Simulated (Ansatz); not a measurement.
N:
```yaml
crystal:
  lattice:
    - [3.82971, 0.00000, 0.00000]
    - [-1.91485, 3.31662, 0.00000]
    - [0.00000, 0.00000, 8.16163]
  atoms:
    - { symbol: N, position: [0.33333, 0.66667, 0.31699] }
    - { symbol: N, position: [0.66667, 0.33333, 0.68301] }
    - { symbol: N, position: [0.66667, 0.33333, 0.81699] }
    - { symbol: N, position: [0.33333, 0.66667, 0.18301] }
```

Relaxed with r²SCAN. Special points in fractions of this cell's reciprocal vectors: Γ (0.000, 0.000, 0.000); M (0.500, 0.000, 0.000); K (0.333, 0.333, 0.000); A (0.000, 0.000, 0.500); L (0.500, 0.000, 0.500); H (0.333, 0.333, 0.500).

Problem. List the band energies nearest the valence-band maximum at these points for DFT-r²SCAN in the program Ansatz with PAW potentials.

Solution. In eV from the valence-band maximum; about four levels below and three above (degenerate sets whole), none deeper than 8.9 eV; points with the same levels are listed once.

```json
[
 {"k": "Γ", "below": "-1.27 -1.27 -0.71 -0.05", "above": "9.20 9.20 9.38 9.38"},
 {"k": "M", "below": "-1.41 -1.36 -0.23 -0.02", "above": "8.16 8.61 8.93"},
 {"k": "K", "below": "-1.64 -1.64 -1.59 -0.09 -0.09", "above": "8.31 8.68 8.68"},
 {"k": "A", "below": "-1.28 -1.28 -1.28 -1.28 -0.37 -0.37", "above": "9.29 9.29 9.29 9.29"},
 {"k": "L", "below": "-1.39 -1.39 -0.14 -0.14", "above": "8.39 8.39 9.12 9.12"},
 {"k": "H", "below": "-1.63 -1.63 -1.62 -1.62 -0.11 -0.11", "above": "8.65 8.65 8.70 8.70"}
]
```

Space group P6_3/mmc. The workflow started from a Materials Project entry (that database holds measured and hypothetical structures alike); the Crystallography Open Database copy checked does not list it. It is not the usual solid phase (space group No. 205). Symmetry was held in the r²SCAN relaxation; whether a distortion lowers the energy is not shown. The substance is a gas or liquid at ambient conditions. A crystal of weakly bound molecules computed without a dispersion correction: the cell and the soft elastic constants depend strongly on that.

Potentials: the later of the program's two PAW sets.
